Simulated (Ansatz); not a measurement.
HfC:
```yaml
crystal:
  lattice:
    - [3.30550, 0.00000, 0.00000]
    - [-1.65275, 2.86265, 0.00000]
    - [0.00000, 0.00000, 5.15264]
  atoms:
    - { symbol: Hf, position: [0.66667, 0.33333, 0.75000] }
    - { symbol: Hf, position: [0.33333, 0.66667, 0.25000] }
    - { symbol: C, position: [0.00000, 0.00000, 0.00000] }
    - { symbol: C, position: [0.00000, 0.00000, 0.50000] }
```

Relaxed with PBEsol. Special points in fractions of this cell's reciprocal vectors: Γ (0.000, 0.000, 0.000); M (0.500, 0.000, 0.000); K (0.333, 0.333, 0.000); A (0.000, 0.000, 0.500); L (0.500, 0.000, 0.500); H (0.333, 0.333, 0.500).

List the band energies nearest the Fermi level at these points for DFT-PBEsol with spin–orbit coupling in the program Ansatz with PAW potentials.

In eV from the Fermi level; about four levels below and three above (degenerate sets whole), none deeper than 8.9 eV; points with the same levels are listed once.

```json
[
 {"k": "Γ", "below": "-1.30 -1.30 -1.26 -1.26", "above": "0.86 0.86 1.11 1.11"},
 {"k": "M", "below": "-1.99 -1.99 -1.16 -1.16", "above": "1.40 1.40 4.33 4.33"},
 {"k": "K", "below": "-3.74 -3.74 -3.69 -3.69", "above": "0.45 0.45 0.87 0.87"},
 {"k": "A", "below": "-2.81 -2.81 -2.81 -2.81", "above": "3.83 3.83 3.83 3.83"},
 {"k": "L", "below": "-2.52 -2.52 -2.52 -2.52", "above": "1.25 1.25 1.25 1.25"},
 {"k": "H", "below": "-2.58 -2.58 -2.23 -2.23", "above": "1.72 1.72 1.98 1.98"}
]
```

Space group P6_3/mmc (NiAs type). The first step of the workflow began from a Materials Project structure, measured or hypothetical; the Crystallography Open Database copy checked does not list it. It is not the phase usual at ambient conditions (space group No. 225). Symmetry was held in the PBEsol relaxation; its stability against distortions is not shown here. No spin polarisation was allowed.

Potentials: the later of the program's two PAW sets.
